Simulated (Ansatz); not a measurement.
NaH:
```
CELL_PARAMETERS angstrom
      0.00000     2.39721     2.39721
      2.39721     0.00000     2.39721
      2.39721     2.39721     0.00000
ATOMIC_POSITIONS crystal
  Na 0.00000 0.00000 0.00000
  H  0.50000 0.50000 0.50000
```

Relaxed with r²SCAN. Special points in fractions of this cell's reciprocal vectors: Γ (0.000, 0.000, 0.000); X (0.500, 0.000, 0.500); U (0.625, 0.250, 0.625); K (0.375, 0.375, 0.750); L (0.500, 0.500, 0.500); W (0.500, 0.250, 0.750).

Task: List the band energies nearest the valence-band maximum at these points for r²SCAN (plane waves, PAW; program Ansatz).

Result: In eV from the valence-band maximum; about four levels below and three above (degenerate sets whole), none deeper than 8.9 eV; … stands for higher levels left out; points with the same levels are listed once.

```csv
k,below,above
Γ,-3.64,11.63 …
X,-0.17,5.22 10.93 …
U,-0.11,5.95 7.11 12.13
L,-0.86,4.40 11.85 …
W,0.00,6.68 6.68 9.35
```

Space group Fm-3m (rock salt). The cell was relaxed with r²SCAN under the symmetry of its start; phonons on a q-mesh show no instability.

Potentials: the later of the program's two PAW sets.
